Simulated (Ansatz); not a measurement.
## Formation energy of MnAs in the zincblende structure

The computed numbers are results of PBEsol, scalar-relativistic (collinear spin) in the plane-wave PAW code Ansatz at 420 eV, Γ-centred 12×12×12 mesh, 0.05 eV Gaussian smearing. The datasets are Ansatz's generated set soft_2.

This is a trial structure; measured cells of the compound in the Crystallography Open Database are in space group Pnma.

The structure is cubic, space group F-43m (No. 216). Conventional cell: a = 5.497 Å, b = 5.497 Å, c = 5.497 Å, α = 90.00°, β = 90.00°, γ = 90.00°. Around Mn (site symmetry -43m) lie 4 As at 2.38 Å. Around As (site symmetry -43m) lie 4 Mn at 2.38 Å. (Shells end 15 % past the nearest neighbour.)

The elements were computed in their standard states with the same datasets, cutoff and functional. The compound's run is ferromagnetic, with site spin moments Mn 3.12; As -0.13 μB. Total energies depend on the potentials used, so only differences within one code and one set of settings carry meaning.

Energy of the relaxed cell (2 atoms, smearing extrapolated to zero): -8681.119 eV. Elements, in eV/atom: Mn -3868.825, As -4813.023.

Problem. What is the formation energy?

Solution. [-8681.119 − (1 × -3868.825 + 1 × -4813.023)] / 2 = 0.36 eV/atom, or 35 kJ per mole of atoms.

The value is for 0 K, without zero-point energy. A positive value means that this structure is unstable even against the elements at this level.

The run wasn't fully tested for a lower electronic state. Site moments are of spin, integrated over atomic spheres. No antiparallel order was tried.
